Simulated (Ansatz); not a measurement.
Ansatz 0.2.0, relaxation: ZrGe6Rh6

Run with:

```bash
ansatz run input.yaml --threads 2 --pin off --max-ram 2560MiB --backend cpu --events-out ev --progress --plain --runs-dir out
```

The input file (Ansatz 0.2.0, plane waves):

```yaml
crystal:
  lattice:
    - [2.621027, 4.539747, 0.0]
    - [-2.621027, 4.539747, 0.0]
    - [0.0, 0.0, 8.087325]
  atoms:
    - { symbol: Ge, position: [0.3333, 0.3334, 0.0] }
    - { symbol: Ge, position: [0.6666, 0.6667, 0.0] }
    - { symbol: Ge, position: [0.0, 0.0, 0.3418] }
    - { symbol: Ge, position: [0.0, 0.0, 0.6582] }
    - { symbol: Zr, position: [0.0, 0.0, 0.0] }
    - { symbol: Rh, position: [0.5, 0.5, 0.2491] }
    - { symbol: Rh, position: [0.5, 0.0, 0.2491] }
    - { symbol: Rh, position: [0.0, 0.5, 0.2491] }
    - { symbol: Rh, position: [0.0, 0.5, 0.7509] }
    - { symbol: Rh, position: [0.5, 0.0, 0.7509] }
    - { symbol: Rh, position: [0.5, 0.5, 0.7509] }
    - { symbol: Ge, position: [0.3333, 0.3334, 0.5] }
    - { symbol: Ge, position: [0.6666, 0.6667, 0.5] }
  symmetry: { tolerance: 0.0003 }
kpoints:
  mp_grid: { grid: [8, 8, 4], shift: [0, 0, 0] }
magnetization:
  spin_polarized: false
scf:
  occupations: { method: fermi_dirac }
  lower_state_search: "off"
hamiltonian:
  pseudopotentials: { kind: paw }
  xc: r2scan
basis:
  ecutwfc: 500
  fft_grid_basis: typed
relax:
  max_steps: 80
  cell: { p_target: 0.0 }
output:
  forces: true
  stress: true
  eigenvalues: true
  bader: false
  populations: true
  elf: true
  write_potential: true
  volumetric_format: npy
  dos:
    e_range: [-12, 8]
    de: 0.05
    projected: { site_lists: { Ge: [Ge], Rh: [Rh], Zr: [Zr] } }
  write_density: true
checkpoint:
  read: saved_state
```

Origin of the cell: a known structure type with other elements, at an estimated volume, so it need not be a known compound.

The smearing width isn't typed, so it takes its default of 0.1 eV.

The saved state is a converged single point of the same cell.

Steps («new basis» is an SCF on plane waves selected anew at the same cell):

```json
{"step": "1", "ΔF (meV/atom)": "0.0", "max force component (eV/Å)": "0.477", "P (GPa)": "7.13", "volume (Å³)": "192.46", "SCF iterations": "7", "step was": "accepted"}
{"step": "2", "ΔF (meV/atom)": "-40.3", "max force component (eV/Å)": "0.756", "P (GPa)": "-4.03", "volume (Å³)": "205.57", "SCF iterations": "9", "step was": "accepted"}
{"step": "3", "ΔF (meV/atom)": "-47.8", "max force component (eV/Å)": "0.011", "P (GPa)": "-1.36", "volume (Å³)": "201.80", "SCF iterations": "7", "step was": "accepted"}
{"step": "4", "ΔF (meV/atom)": "-48.4", "max force component (eV/Å)": "0.009", "P (GPa)": "0.04", "volume (Å³)": "200.35", "SCF iterations": "7", "step was": "accepted"}
{"step": "5", "ΔF (meV/atom)": "-48.4", "max force component (eV/Å)": "0.004", "P (GPa)": "0.01", "volume (Å³)": "200.41", "SCF iterations": "6", "step was": "accepted"}
{"step": "6", "ΔF (meV/atom)": "-48.7", "max force component (eV/Å)": "0.004", "P (GPa)": "0.02", "volume (Å³)": "200.41", "SCF iterations": "9", "step was": "new basis"}
```

The starting structure.

Space group P6/mmm (No. 191); the run's cell has a = 5.242 Å, b = 5.242 Å, c = 8.087 Å, α = 90.00°, β = 90.00°, γ = 60.00°. Shortest distances: Ge–Rh 2.52 Å, Ge–Ge 2.56 Å, Rh–Rh 2.62 Å, Ge–Zr 2.76 Å, Rh–Zr 3.31 Å.

The relaxed structure.

Space group P6/mmm (No. 191); the run's cell has a = 5.435 Å, b = 5.435 Å, c = 7.834 Å, α = 90.00°, β = 90.00°, γ = 60.00°. Shortest distances: Ge–Rh 2.50 Å, Ge–Ge 2.53 Å, Ge–Zr 2.65 Å, Rh–Rh 2.72 Å, Rh–Zr 3.35 Å.

```yaml
crystal:
  lattice:
    - [2.71745, 4.70676, 0.00000]
    - [-2.71745, 4.70676, 0.00000]
    - [0.00000, 0.00000, 7.83446]
  atoms:
    - { symbol: Ge, position: [0.33333, 0.33333, 0.00000] }
    - { symbol: Ge, position: [0.66667, 0.66667, 0.00000] }
    - { symbol: Ge, position: [0.00000, 0.00000, 0.33856] }
    - { symbol: Ge, position: [0.00000, 0.00000, 0.66144] }
    - { symbol: Zr, position: [0.00000, 0.00000, 0.00000] }
    - { symbol: Rh, position: [0.50000, 0.50000, 0.25081] }
    - { symbol: Rh, position: [0.50000, 0.00000, 0.25081] }
    - { symbol: Rh, position: [0.00000, 0.50000, 0.25081] }
    - { symbol: Rh, position: [0.00000, 0.50000, 0.74919] }
    - { symbol: Rh, position: [0.50000, 0.00000, 0.74919] }
    - { symbol: Rh, position: [0.50000, 0.50000, 0.74919] }
    - { symbol: Ge, position: [0.33333, 0.33333, 0.50000] }
    - { symbol: Ge, position: [0.66667, 0.66667, 0.50000] }
```

| Quantity | Value |
| --- | --- |
| Free energy lowered by | 48.7 meV/atom |
| Volume change | 4.13 % |
| Final pressure | 0.02 GPa |
| Relaxation steps listed | 6 |
| Formation energy (elements under the same functional, gases as molecules, uncorrected) | -0.524 eV/atom |

Caveats: no moments, though an odd count or open d shells may carry them; the relaxation held the start's symmetry, so the end may be a saddle point.

The run took 9.8 min on 2 threads of Arm Neoverse N1, with other jobs on the host, peak memory 1.4 GiB, from a saved density.
